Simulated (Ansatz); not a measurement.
# Diamond alloy of Ge and Sn (8 of 64 Ge sites exchanged), 64 atoms

Ansatz, PAW, plane waves. PBEsol relaxation of volume and atoms (shape held) at the single k point (¼, ¼, ¼) without its symmetry partners; single points on the relaxed atoms at the single k point (¼, ¼, ¼) without its symmetry partners, onto which points of the small cell's zone fold. Arrangement: quasirandom. No spin–orbit coupling unless named.

Relaxed structure:

```
CELL_PARAMETERS angstrom
11.56882 0.00000 0.00000
0.00000 11.56882 0.00000
0.00000 0.00000 11.56882
ATOMIC_POSITIONS crystal
Ge 0.00641 0.99661 0.00983
Ge 0.01301 0.00055 0.49794
Ge 0.99929 0.49807 0.00129
Ge 0.98967 0.49457 0.48956
Ge 0.49804 0.00173 0.99785
Ge 0.50247 0.00045 0.50038
Ge 0.49993 0.50001 0.50215
Ge 0.12747 0.12679 0.12517
Ge 0.12579 0.12199 0.63120
Ge 0.12515 0.62621 0.12385
Ge 0.62283 0.12505 0.12410
Ge 0.61749 0.12820 0.62514
Ge 0.63764 0.62457 0.12703
Ge 0.62407 0.62427 0.62444
Ge 0.24949 0.24738 0.99945
Ge 0.25030 0.75152 0.00067
Ge 0.25696 0.75401 0.49399
Ge 0.74594 0.25481 0.00579
Ge 0.74272 0.25479 0.50642
Ge 0.75092 0.74991 0.00023
Ge 0.74376 0.74250 0.49255
Ge 0.36873 0.36898 0.13163
Ge 0.38492 0.37897 0.63370
Ge 0.37025 0.88064 0.11844
Ge 0.37690 0.87773 0.62387
Ge 0.87555 0.37616 0.12438
Ge 0.87443 0.37646 0.62330
Ge 0.87626 0.87183 0.12549
Ge 0.25046 0.00162 0.24630
Ge 0.25339 0.00118 0.75298
Ge 0.24622 0.50072 0.24988
Ge 0.25771 0.49427 0.75681
Ge 0.74620 0.99531 0.24407
Ge 0.73346 0.00182 0.74886
Ge 0.75327 0.49706 0.25085
Ge 0.75074 0.49907 0.74833
Ge 0.38155 0.11767 0.37006
Ge 0.37672 0.12728 0.87472
Ge 0.37209 0.61875 0.37785
Ge 0.37049 0.63307 0.87085
Ge 0.87224 0.62434 0.37124
Ge 0.86815 0.61733 0.88333
Ge 0.00450 0.25544 0.23962
Ge 0.00431 0.25556 0.74547
Ge 0.00029 0.74901 0.25079
Ge 0.50045 0.24715 0.25082
Ge 0.50095 0.24901 0.75180
Ge 0.49869 0.75107 0.74718
Ge 0.11771 0.37932 0.36673
Ge 0.12704 0.37464 0.87710
Ge 0.13070 0.87505 0.37091
Ge 0.13478 0.88324 0.88584
Ge 0.62302 0.37650 0.37577
Ge 0.62959 0.37001 0.86940
Ge 0.62836 0.87908 0.37907
Ge 0.62057 0.87301 0.87644
Sn 0.49944 0.50014 0.99958
Sn 0.12954 0.61605 0.61832
Sn 0.25283 0.25233 0.49890
Sn 0.86790 0.87853 0.61874
Sn 0.87655 0.12882 0.37283
Sn 0.87522 0.12434 0.87693
Sn 0.00128 0.75074 0.76432
Sn 0.49959 0.75101 0.24923
```

(1) What are the mean bond lengths by pair (pairs within 1.2 times the sum of covalent radii, less contacts 15 % beyond the pair's median; cation–cation pairs of compounds aside; long ionic contacts are cut short by that bound)?

(2) What gap lies between the top filled and the lowest empty level in the single points?

Results:

(1) Ge–Ge 2.474 ± 0.021 Å (standard deviation, 98 bonds); Ge–Sn 2.606 ± 0.016 Å (standard deviation, 28 bonds); Sn–Sn 2.728 ± 0.007 Å (standard deviation, 2 bonds).

(2) r²SCAN 0.68 eV (10 s on NVIDIA H100). Away from Γ this isn't the crystal's band gap.
